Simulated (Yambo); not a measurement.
Yambo run on a free-standing SrHI monolayer (symmetry P4/nmm, slab cell 20.5 Å high). The wavefunctions are PBEsol (pw.x of Quantum ESPRESSO, ONCV potentials, no spin-orbit coupling) ones on a 4×4×1 mesh (18 occupied bands); a = b = 4.213 Å, c = 20.500 Å, α = β = γ = 90.00°.

Yambo input:

```
rim_cut
gw0
dyson
el_el_corr
HF_and_locXC
ppa
em1d
rim_w
RandQpts= 1000000
RandGvec= 2 Ry
CUTGeo= "slab z"
EXXRLvcs= 72 Ry
VXCRLvcs= 288 Ry
Chimod= "HARTREE"
% BndsRnXp
 1 | 176 |
%
NGsBlkXp= 6 Ry
% LongDrXp
 1.0 | 1.0 | 0.0 |
%
RandGvecW= 591 mRy
PPAPntXp= 27.2114 eV
% GbndRnge
 1 | 65 |
%
GTermKind= "BG"
DysSolver= "n"
ExtendOut
% QPkrange
 1 | 1 | 18 | 19 |
 2 | 2 | 18 | 18 |
%
```

k points by index: 1 = Γ, 2 = (0, 0.25).

Table of the .qp output:

```
#    K-point    Band    Eo [eV]    E [eV]    E-Eo [eV]    Vxc [eV]    Vnlxc [eV]    Sc|Eo [eV]    Sc|E [eV]    dSc/dw|Eo [eV]    Re(Z)    Im(Z)
#
    1    18    -0.090541    -1.325138    -1.234597    -10.74294    -13.74242    1.490487    1.764887    -6.047170    0.818173    -0.001779
    1    19    3.799371    5.176031    1.376660    -9.290104    -4.773196    -2.884516    -3.140247    -5.054222    0.843353    -0.001518
    2    18    0.000000    -1.214181    -1.214181    -11.07307    -14.09595    1.536439    1.808700    -6.100878    0.816854    -0.001790
```
(The two width columns are left out.) Convergence of these settings isn't established.

Geometry relaxed with PBEsol.

This is a model layer cut from the bulk structure; whether it is stable on its own was not checked.
